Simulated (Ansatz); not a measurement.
**Calculated ¹¹B NMR of the central transition for BSe2**

Cell: a Materials Project structure (computed, not necessarily an observed phase).

Space group P2_1/c (No. 14); a = 7.4224, b = 11.2570, c = 8.4157 Å, β = 117.83°.

```
site  Wyckoff  site symmetry       x       y       z
  B1       4e              1  0.3224  0.3666  0.2318
  B5       4e              1  0.5158  0.1328  0.2517
 Se9       4e              1  0.2543  0.5353  0.2230
Se13       4e              1  0.5764  0.3022  0.2588
Se17       4e              1  0.2573  0.0780  0.2236
Se21       4e              1  0.1043  0.2640  0.2103
```

One atom of each set is listed.

Level of theory: DFT, PBE, plane waves and PAW, scalar-relativistic, 420 eV cutoff, Γ-centred 5×3×4 k-points, Fermi–Dirac smearing 0.05 eV (Ansatz 0.2.0).

¹¹B has I = 3/2 and Q = 40.59 mb (Pyykkö 2018); at 14.1 T its Larmor frequency is ν₀ = 192.6 MHz. Only the quadrupole interaction is simulated: positions count from each site's isotropic chemical shift, and J coupling is left out, as are shift anisotropy and dipolar coupling, which fast spinning averages.

(1) What does the ¹¹B spectrum (fast magic-angle spinning) show for each site?

Results:

(1) 

```tsv
site	first shell	C_Q (MHz)	η	P_Q (MHz)	δ_QIS (ppm)	breadth (kHz)
B1	3 Se at 1.93–1.96 Å	1.75	0.05	1.76	-2.07	0.871
B5	3 Se at 1.92–1.96 Å	1.69	0.11	1.70	-1.94	0.827
```

δ_QIS = −(ν_Q²/30ν₀²)[I(I+1) − 3/4](1 + η²/3) × 10⁶ ppm with ν_Q = 3|C_Q|/[2I(2I−1)]; it falls as 1/B₀² in ppm, and the breadth as 1/B₀ in kHz.

At B1 and B5 V_zz stands upright on the plane through its three neighbours (within 1°) in each case.
